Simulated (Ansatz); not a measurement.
Molecular dynamics on a 2×2×2 supercell (24 atoms) of Zn2C (antifluorite), relaxed with r2SCAN. Forces come from PBEsol in the PAW code Ansatz: Langevin thermostat and barostat (NPT), 1000 K, steps of 3 fs. Classical nuclei, no spin polarisation; a few dozen steps show the first response, not equilibrium. The structure comes from a prototype and may be hypothetical.

```yaml
crystal:
  lattice:
    - [0.0, 5.1558980752, 5.1558980752]
    - [5.1558980752, 0.0, 5.1558980752]
    - [5.1558980752, 5.1558980752, 0.0]
  atoms:
    - { symbol: C, position: [0.0, 0.0, 0.0] }
    - { symbol: Zn, position: [0.125, 0.125, 0.125] }
    - { symbol: Zn, position: [0.375, 0.375, 0.375] }
    - { symbol: C, position: [0.0, 0.0, 0.5] }
    - { symbol: Zn, position: [0.125, 0.125, 0.625] }
    - { symbol: Zn, position: [0.375, 0.375, 0.875] }
    - { symbol: C, position: [0.0, 0.5, 0.0] }
    - { symbol: Zn, position: [0.125, 0.625, 0.125] }
    - { symbol: Zn, position: [0.375, 0.875, 0.375] }
    - { symbol: C, position: [0.0, 0.5, 0.5] }
    - { symbol: Zn, position: [0.125, 0.625, 0.625] }
    - { symbol: Zn, position: [0.375, 0.875, 0.875] }
    - { symbol: C, position: [0.5, 0.0, 0.0] }
    - { symbol: Zn, position: [0.625, 0.125, 0.125] }
    - { symbol: Zn, position: [0.875, 0.375, 0.375] }
    - { symbol: C, position: [0.5, 0.0, 0.5] }
    - { symbol: Zn, position: [0.625, 0.125, 0.625] }
    - { symbol: Zn, position: [0.875, 0.375, 0.875] }
    - { symbol: C, position: [0.5, 0.5, 0.0] }
    - { symbol: Zn, position: [0.625, 0.625, 0.125] }
    - { symbol: Zn, position: [0.875, 0.875, 0.375] }
    - { symbol: C, position: [0.5, 0.5, 0.5] }
    - { symbol: Zn, position: [0.625, 0.625, 0.625] }
    - { symbol: Zn, position: [0.875, 0.875, 0.875] }
kpoints:
  mp_grid: { grid: [2, 2, 2] }
hamiltonian:
  xc: pbesol
scf:
  occupations: { method: fermi_dirac, width: 0.086 }
md:
  ensemble: npt_langevin
  temperature: 1000
  timestep: 3.0
  n_steps: 30
  initial_velocities: maxwell_boltzmann
  seed: 6140
```

Run as `ansatz run input.yaml --threads 4 --pin off --max-ram 3686MiB --backend cpu --events-out ev --progress --plain --runs-dir out`.

| step | t (fs) | T (K) | free energy F from step 0 (meV/atom) | kinetic energy (meV/atom) | pressure (GPa) | volume (Å³/atom) | largest force (eV/Å) |
| --- | --- | --- | --- | --- | --- | --- | --- |
| 0 | 0 | 958 | 0.0 | 123.9 | -1.57 | 11.42 | 0.00 |
| 1 | 3 | 898 | 2.8 | 116.0 | -1.49 | 11.42 | 0.52 |
| 2 | 6 | 869 | 10.8 | 112.3 | -1.06 | 11.42 | 1.06 |
| 3 | 9 | 847 | 23.2 | 109.5 | -0.37 | 11.42 | 1.59 |
| 4 | 12 | 697 | 38.1 | 90.0 | 0.25 | 11.43 | 2.04 |
| 5 | 15 | 587 | 51.6 | 75.9 | 0.81 | 11.43 | 2.30 |
| 6 | 18 | 572 | 61.2 | 73.9 | 1.30 | 11.43 | 2.53 |
| 7 | 21 | 547 | 65.0 | 70.7 | 1.51 | 11.43 | 2.53 |
| 8 | 24 | 529 | 64.4 | 68.4 | 1.53 | 11.43 | 2.33 |
| 9 | 27 | 592 | 62.4 | 76.5 | 1.51 | 11.43 | 2.10 |
| 10 | 30 | 677 | 60.4 | 87.6 | 1.39 | 11.43 | 1.91 |
| 11 | 33 | 713 | 60.2 | 92.2 | 1.20 | 11.44 | 1.76 |
| 12 | 36 | 726 | 64.0 | 93.8 | 1.13 | 11.45 | 1.78 |
| 13 | 39 | 637 | 71.5 | 82.4 | 1.18 | 11.46 | 1.93 |
| 14 | 42 | 668 | 80.1 | 86.3 | 1.49 | 11.46 | 2.00 |
| 15 | 45 | 617 | 87.9 | 79.8 | 1.72 | 11.47 | 2.01 |
| 16 | 48 | 643 | 93.8 | 83.1 | 1.96 | 11.48 | 2.07 |
| 17 | 51 | 639 | 97.9 | 82.6 | 2.08 | 11.50 | 1.90 |
| 18 | 54 | 652 | 100.1 | 84.3 | 2.13 | 11.51 | 1.72 |
| 19 | 57 | 707 | 101.1 | 91.4 | 2.15 | 11.53 | 1.94 |
| 20 | 60 | 744 | 100.8 | 96.1 | 2.08 | 11.56 | 1.94 |
| 21 | 63 | 735 | 100.5 | 95.0 | 1.94 | 11.59 | 1.84 |
| 22 | 66 | 821 | 101.4 | 106.1 | 1.93 | 11.62 | 1.97 |
| 23 | 69 | 877 | 104.4 | 113.4 | 1.93 | 11.65 | 2.27 |
| 24 | 72 | 897 | 108.4 | 115.9 | 1.90 | 11.68 | 2.46 |
| 25 | 75 | 926 | 110.7 | 119.8 | 1.76 | 11.71 | 2.72 |
| 26 | 78 | 1017 | 110.3 | 131.5 | 1.52 | 11.74 | 2.81 |
| 27 | 81 | 989 | 107.8 | 127.8 | 1.05 | 11.77 | 2.57 |
| 28 | 84 | 1050 | 104.7 | 135.7 | 0.63 | 11.80 | 2.07 |
| 29 | 87 | 1110 | 102.4 | 143.5 | 0.17 | 11.83 | 1.68 |
| 30 | 90 | 1175 | 102.0 | 151.9 | -0.22 | 11.86 | 1.77 |

The temperature starts at 958 K, is lowest at step 8 (529 K, 24 fs) and ends at 1175 K. The atoms start on their lattice sites with kinetic energy alone, so much of it first passes into potential energy.

Positions (Å) and forces (eV/Å) at step 30:
```
cell (Å): 0.000 5.220 5.220; 5.220 0.000 5.220; 5.220 5.220 0.000
C    0.036  -0.100  -0.094     0.196  -0.594   0.235
Zn   1.493   1.101   1.283    -0.281   0.673   0.503
Zn   3.860   4.139   3.899     0.440  -0.259   0.643
C    2.567   2.418  -0.052     0.510   0.316   0.127
Zn   3.965   3.892   1.327    -0.108   0.399  -1.067
Zn   6.448   6.292   3.943    -0.691  -0.094   0.143
C    2.654  -0.127   2.854    -1.182   0.699  -0.816
Zn   3.545   1.743   3.827     0.321  -1.181  -0.124
Zn   6.689   3.918   6.610    -1.249  -0.874  -0.799
C    5.114   2.566   2.783    -0.015  -0.021  -0.508
Zn   6.399   3.606   3.964     0.684   1.531   0.570
Zn   9.285   6.615   6.301     0.372   0.273   0.037
C    0.130   2.252   2.546     0.736   0.628   0.099
Zn   1.105   3.755   3.784    -0.045  -0.303   0.793
Zn   4.135   6.682   6.469     0.063   0.306  -0.311
C    2.898   5.145   2.472    -1.145   0.260  -0.042
Zn   3.872   6.559   3.665     0.057   1.034   0.427
Zn   6.322   9.120   6.613     0.728  -0.679  -0.534
C    2.508   2.540   5.417    -0.115   0.786  -0.010
Zn   3.521   4.396   6.306     0.450  -1.413   0.483
Zn   6.466   6.471   9.216    -0.668  -1.158   0.264
C    5.236   5.269   5.414     0.153  -0.678  -0.028
Zn   6.690   6.364   6.742    -0.024   0.705  -0.839
Zn   9.031   9.178   9.085     0.813  -0.355   0.756
```
